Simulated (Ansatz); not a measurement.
BaBiO3:
```yaml
crystal:
  lattice:
    - [5.24254, 3.02985, 0.00000]
    - [-5.24254, 3.02985, 0.00000]
    - [-3.54557, 0.00000, 5.00620]
  atoms:
    - { symbol: Ba, position: [0.24871, 0.75129, 0.74004] }
    - { symbol: Ba, position: [0.75129, 0.24871, 0.25996] }
    - { symbol: Bi, position: [0.00000, 0.00000, 0.00000] }
    - { symbol: Bi, position: [0.50000, 0.50000, 0.50000] }
    - { symbol: O, position: [0.25984, 0.74016, 0.17914] }
    - { symbol: O, position: [0.74016, 0.25984, 0.82086] }
    - { symbol: O, position: [0.21084, 0.30177, 0.69361] }
    - { symbol: O, position: [0.30177, 0.21084, 0.30639] }
    - { symbol: O, position: [0.78916, 0.69823, 0.30639] }
    - { symbol: O, position: [0.69823, 0.78916, 0.69361] }
```

Relaxed with LDA. Special points in fractions of this cell's reciprocal vectors: Γ (0.000, 0.000, 0.000); C (0.375, 0.375, 0.000); C2 (-0.375, 0.625, 0.000); Y2 (-0.500, 0.500, 0.000); M2 (-0.500, 0.500, 0.500); D (-0.252, 0.748, 0.500); D2 (0.252, 0.252, 0.500); A (0.000, 0.000, 0.500); L2 (0.000, 0.500, 0.500); V2 (0.000, 0.500, 0.000).

Q: List the band energies nearest the valence-band maximum at these points for DFT-LDA in the program Ansatz with PAW potentials.

A: In eV from the valence-band maximum; about four levels below and three above (degenerate sets whole), none deeper than 8.9 eV; points with the same levels are listed once.

```
k                          below           above
--  ----------------------------  --------------
Γ        -1.89 -1.87 -1.69 -1.44  2.43 2.75 2.94
C        -2.12 -1.99 -1.69 -0.19  1.11 4.40 4.59
Y2       -2.00 -1.96 -1.56 -0.21  1.82 3.93 4.23
M2       -2.00 -1.93 -1.63 -0.95  0.10 4.19 4.56
D   -2.18 -2.17 -1.77 -1.76 0.00  1.18 4.19 4.57
A        -1.90 -1.81 -1.79 -0.94  0.07 4.36 4.66
L2       -2.07 -2.07 -1.45 -0.07  1.89 3.92 4.00
V2       -2.00 -1.97 -1.77 -0.79  0.31 4.43 4.82
```

Space group C2/m. The workflow started from an entry of the Crystallography Open Database (COD), which files this formula under 4 space groups. Its standing as an ambient phase is unchecked. The LDA relaxation kept the symmetry of its start; of distortions, only those at the zone centre were tested. Spin–orbit coupling is left out wherever it is not named.

Potentials: the later of the program's two PAW sets.
